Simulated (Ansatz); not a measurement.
TlI:
```cif
data_I2Tl2
_chemical_formula_sum 'Tl2 I2'
_space_group_name_H-M_alt 'P 1'
_space_group_IT_number 1
_cell_length_a 6.89473
_cell_length_b 6.89473
_cell_length_c 5.23350
_cell_angle_alpha 90.000
_cell_angle_beta 90.000
_cell_angle_gamma 140.721
loop_
_space_group_symop_operation_xyz
  'x, y, z'
loop_
_atom_site_label
_atom_site_type_symbol
_atom_site_fract_x
_atom_site_fract_y
_atom_site_fract_z
_atom_site_occupancy
Tl1 Tl 0.39270 0.60730 0.75000 1
Tl2 Tl 0.60730 0.39270 0.25000 1
I1 I 0.13624 0.86376 0.75000 1
I2 I 0.86376 0.13624 0.25000 1
```

Relaxed with r²SCAN+D4.

Problem. Tabulate the valence density and the electron localisation function along the shortest Tl–I contact (3.33 Å), the program Ansatz at the r²SCAN+D4 level (PAW).

Solution. 

| distance from Tl (Å) | density (e/Å³) | ELF |
|---|---|---|
| 0.33 | 6.08 | 0.02 |
| 0.50 | 4.07 | 0.12 |
| 0.67 | 2.45 | 0.31 |
| 0.83 | 1.31 | 0.42 |
| 1.00 | 0.66 | 0.39 |
| 1.17 | 0.34 | 0.28 |
| 1.33 | 0.20 | 0.18 |
| 1.50 | 0.15 | 0.15 |
| 1.67 | 0.15 | 0.25 |
| 1.83 | 0.20 | 0.52 |
| 2.00 | 0.30 | 0.72 |
| 2.16 | 0.46 | 0.73 |
| 2.33 | 0.71 | 0.67 |
| 2.50 | 1.04 | 0.61 |
| 2.66 | 2.45 | 0.51 |
| 2.83 | 7.01 | 0.31 |
| 3.00 | 13.11 | 0.16 |

The density is the valence pseudo-density with augmentation charge, so density and ELF within about 1 Å of a nucleus are not all-electron values.

Space group Cmcm. The first step of the workflow began from a Materials Project structure, measured or hypothetical; the Crystallography Open Database files this formula in space group No. 63, but the cells were not matched. Its standing as an ambient phase is unchecked. Symmetry was held in the r²SCAN+D4 relaxation; whether a distortion lowers the energy is not shown. Scalar-relativistic: spin–orbit coupling is off unless named, which matters more the heavier the elements.

Potentials: the later of the program's two PAW sets.
